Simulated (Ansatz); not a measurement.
TaN (rock salt, Fm-3m) is relaxed with DFT-PBEsol in the program Ansatz with PAW potentials. What lattice parameters of the conventional cell result?

a = 4.375 Å.

Is it a metal or does it have a gap at this level?

No gap at this level.

This is a known high-temperature phase of the composition, computed here at zero pressure and temperature. Symmetry was held in the PBEsol relaxation; its stability against distortions is not shown here. No spin polarisation was allowed. Scalar-relativistic: spin–orbit coupling is off unless named, which matters more the heavier the elements.

Potentials: the earlier of the program's two PAW sets. The files were generated under PBE; for other functionals the program regenerates the frozen cores, and for LDA and PBEsol the local potential too.
